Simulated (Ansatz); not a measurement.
Consider the following.

MoPd:
```yaml
crystal:
  lattice:
    - [1.31505, -5.22927, 0.00000]
    - [1.31505, 5.22927, 0.00000]
    - [0.00000, 0.00000, 4.30378]
  atoms:
    - { symbol: Mo, position: [0.67309, 0.32691, 0.25000] }
    - { symbol: Pd, position: [0.93057, 0.06943, 0.25000] }
    - { symbol: Mo, position: [0.32691, 0.67309, 0.75000] }
    - { symbol: Pd, position: [0.06943, 0.93057, 0.75000] }
```

This is the PBEsol-relaxed structure.

Problem. All from plane-wave PAW PBEsol (Ansatz code), unless another level is named. Give the highest zone-centre frequency.

Solution. 7.91 THz.

Problem. Next, the bulk modulus (Birch–Murnaghan fit)?

Solution. 254 GPa.

Space group Cmcm. The start of the workflow was typed in or built on a structure type; neither database checked (COD, Materials Project) lists it. Whether it is the stable phase at ambient conditions was not checked. The cell was relaxed with PBEsol under the symmetry of its start; whether a distortion lowers the energy is not shown. The run is not spin-polarised. As this level gives no gap, phonon frequencies hold no LO–TO term and depend on the k-mesh and smearing (Fermi–Dirac, 0.1 eV here).

Potentials: the later of the program's two PAW sets.
